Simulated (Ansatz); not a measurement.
Li:
```xyz
1
Lattice="-1.6814 1.6814 1.6814 1.6814 -1.6814 1.6814 1.6814 1.6814 -1.6814" Properties=species:S:1:pos:R:3 pbc="T T T"
Li     0.0000     0.0000     0.0000
```

Relaxed with LDA. Special points in fractions of this cell's reciprocal vectors: Γ (0.000, 0.000, 0.000); H (0.500, -0.500, 0.500); N (0.000, 0.000, 0.500); P (0.250, 0.250, 0.250).

Problem. List the band energies nearest the Fermi level at these points for LDA in the plane-wave PAW code Ansatz.

Solution. In eV from the Fermi level; about four levels below and three above (degenerate sets whole), none deeper than 8.9 eV; … stands for higher levels left out; points with the same levels are listed once.

```tsv
k	below	above
Γ	-3.61	…
H	–	5.63 5.63 5.63
N	–	0.18 3.48 10.61
P	–	3.45 3.45 3.45
```

Space group Im-3m (bcc (W type)). Symmetry was held in the LDA relaxation.

Potentials: the earlier of the program's two PAW sets.
